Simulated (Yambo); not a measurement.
```
CELL_PARAMETERS angstrom
      0.00000     3.24754     3.24754
      3.24754     0.00000     3.24754
      3.24754     3.24754     0.00000
ATOMIC_POSITIONS crystal
  Cl 0.50000 0.50000 0.50000
  Rb 0.00000 0.00000 0.00000
```

Response from Yambo on norm-conserving PBEsol (Quantum ESPRESSO, 58 Ry, no spin-orbit coupling) bands: 10×10×10 mesh, 49 bands, 4 Ry local-field block, 0.2 eV broadening.

Q: Give the static electronic dielectric constant without and with local fields.

A: 
```csv
field along,"ε(0), independent particles","ε(0), RPA with local fields",refractive index √ε
x,2.68,2.27,1.51
```
Electronic (clamped-ion) response only. PBEsol gaps are usually too small, which raises these values. Convergence of the RPA response with its 10×10×10 mesh was not tested.

Geometry strained from the cell relaxed with PBEsol, atoms relaxed again.
